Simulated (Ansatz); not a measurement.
## Tl2FeH6: reading a single point

```
CELL_PARAMETERS angstrom
0.00000 3.51112 3.51112
3.51112 0.00000 3.51112
3.51112 3.51112 0.00000
ATOMIC_POSITIONS crystal
H 0.75800 0.24200 0.24200
H 0.24200 0.75800 0.24200
H 0.24200 0.75800 0.75800
H 0.75800 0.24200 0.75800
H 0.24200 0.24200 0.75800
H 0.75800 0.75800 0.24200
Fe 0.00000 0.00000 0.00000
Tl 0.25000 0.25000 0.25000
Tl 0.75000 0.75000 0.75000
```

Level: PBE, no spin polarisation; 420 eV; 8×8×8 Γ-centred mesh; fermi-dirac occupations (width 0.1 eV); Ansatz 0.2.0, fixed geometry.

Problem. Where is the largest force?

Solution. The largest is on H1 (and as large on other atoms): 0.85 eV/Å, components (-0.85, 0.00, 0.00). It makes 0° with the line to a nearest neighbour, Fe7 at 1.70 Å, pointing towards it.

Problem. Is it stable against the elements?

Solution. 0.40 eV an atom against the elements' usual phases (free molecules for gases, crystals otherwise, with no correction for O₂ or N₂), so at this geometry it isn't bound against them. Relaxing would lower it.

Problem. What do density and ELF say about some of the short contacts?

Solution. H–Fe at 1.70 Å: least valence density 0.56 e/Å³ and ELF 0.29 there. Tl–H at 2.48 Å: least valence density 0.19 e/Å³ and ELF 0.24 there. These are pseudo-fields; inside the PAW spheres they differ from the all-electron ones.

Problem. Is there a gap?

Solution. It is a metal, with about 3.8 states/eV a cell as the mean within 0.25 eV of the Fermi level, mostly Fe d (57 %), Tl s (26 %) and H s (13 %).

Problem. Which element gives electrons and which takes them?

Solution. Bader charges in e: Tl +0.62, Fe +0.50, H -0.29. In the mean Tl gives up most and H takes most.

Origin: a known structure type with other elements, at an estimated volume, so it need not be a known compound. Caveats: no spin polarisation, so a magnetic state may lie lower.
